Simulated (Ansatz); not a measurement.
## CdSe (wurtzite), energy over volume and axial ratio

CdSe (wurtzite)

Space group P6₃mc (No. 186); a = b = 4.340 Å, c = 7.078 Å, α = β = 90.00°, γ = 120.00°

| atom | site | symmetry | x | y | z |
|---|---|---|---|---|---|
| Cd | 2b | 3m. | 0.6667 | 0.3333 | 0.0006 |
| Se | 2b | 3m. | 0.3333 | 0.6667 | 0.1246 |

Two coordinates are scanned: the volume, and the ratio of the stretch along z (the conventional c axis) to the stretch across it. Atoms keep their fractional coordinates.

All values below come from r2SCAN (plane waves to 500 eV, PAW, scalar-relativistic; Ansatz, a quantum-chemistry and plane-wave program). k mesh 9×9×5 (Γ-centred), Fermi-Dirac smearing 0.05 eV. Energies are smeared free energies. Stress and pressure are positive under compression. As the atoms are clamped, bonds stretch with the cell, which overstates energies and stresses. CdSe was relaxed with its symmetry unable to fall. ΔE is measured from the relaxed starting cell.

ΔE (kJ/mol of atoms), with V/V₀ across and (c/a)/(c/a)₀ down:

```csv
(c/a)/(c/a)₀ \ V/V₀,0.960,0.973,0.987,1.000,1.013,1.027,1.040
0.920,5.13,4.52,4.11,3.86,3.79,3.86,4.08
0.947,2.60,2.09,1.77,1.62,1.63,1.79,2.09
0.973,1.21,0.75,0.48,0.38,0.44,0.65,1.00
1.000,0.77,0.33,0.08,0.00,0.08,0.30,0.66
1.027,1.15,0.70,0.44,0.34,0.40,0.62,0.97
1.053,2.23,1.73,1.43,1.29,1.32,1.49,1.81
1.080,3.89,3.33,2.95,2.76,2.72,2.84,3.10
```

P (GPa), with V/V₀ across and (c/a)/(c/a)₀ down:

```tsv
(c/a)/(c/a)₀ \ V/V₀	0.960	0.973	0.987	1.000	1.013	1.027	1.040
0.920	3.06	2.21	1.41	0.68	-0.01	-0.64	-1.24
0.947	2.63	1.79	1.01	0.29	-0.38	-1.00	-1.58
0.973	2.38	1.56	0.79	0.07	-0.59	-1.21	-1.78
1.000	2.30	1.48	0.71	0.00	-0.66	-1.27	-1.84
1.027	2.37	1.54	0.77	0.06	-0.60	-1.22	-1.79
1.053	2.55	1.72	0.95	0.23	-0.44	-1.06	-1.64
1.080	2.85	2.00	1.22	0.49	-0.19	-0.82	-1.40
```

Derived quantities:

| Quantity | Value |
|---|---|
| Modulus against c/a change at fixed volume, (3/4V)·∂²E/∂(ln c/a)² (fit, atoms clamped) | 44 GPa, an upper bound as the atoms could relax |
| Lowest place on the grid | V/V₀ = 1.000, (c/a)/(c/a)₀ = 1.000 (0.0 meV/atom) |
| Highest place on the grid | V/V₀ = 0.960, (c/a)/(c/a)₀ = 0.920 (53.2 meV/atom) |

(A scan under strain: stresses follow from slopes of the energy per volume, elastic moduli from its curvatures.)
